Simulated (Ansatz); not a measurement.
Input:

Relaxed WC (WC type, space group P-6m2):

```
CELL_PARAMETERS angstrom
      5.84370     0.00000     0.00000
     -1.46093     2.53040     0.00000
      0.00000     0.00000     2.84710
ATOMIC_POSITIONS crystal
  W  0.00000 0.00000 0.00000
  W  0.50000 0.00000 0.00000
  C  0.33333 0.33333 0.50000
  C  0.83333 0.33333 0.50000
```

In this cell atom 1 (W, nearest neighbour C at 2.207 Å; its periodic images, 2.8 Å or more away, move with it) is moved by s along Cartesian x, unit vector (1.000, 0.000, 0.000); all other atoms and the cell stay fixed.

These are PBE (plane waves to 420 eV, PAW, scalar-relativistic; Ansatz, an electronic-structure program) values and carry that method's errors. k mesh 15×15×13 (Γ-centred), Fermi-Dirac smearing 0.05 eV. E stands for the smeared free energy. With partly filled bands, energies and forces of such displacements shift with the k mesh and the smearing. Spin-orbit coupling is left out, though W is heavy. WC is run without spin polarisation. WC was relaxed with its symmetry unable to fall. The zero of ΔE is the undisplaced structure.

The scan covers s from -0.440 to 0.440 Å in 11 points.

Q: Is this a single well or a double well?

A: A single well with its minimum at or next to zero displacement.

Q: Is the energy the same for displacements of ±0.440 Å, and if not, which side lies higher?

A: Not even: the positive side lies higher at ±0.440 Å. With its periodic images moving along, the atom's site symmetry in this cell is mm2.

Q: What is the force constant k = d²E/ds² of this move at s = 0?

A: 27.7 eV/Å².

(For displaced atoms, the force is minus the slope of the energy, and its curvature is a force constant, which sets phonon frequencies.)
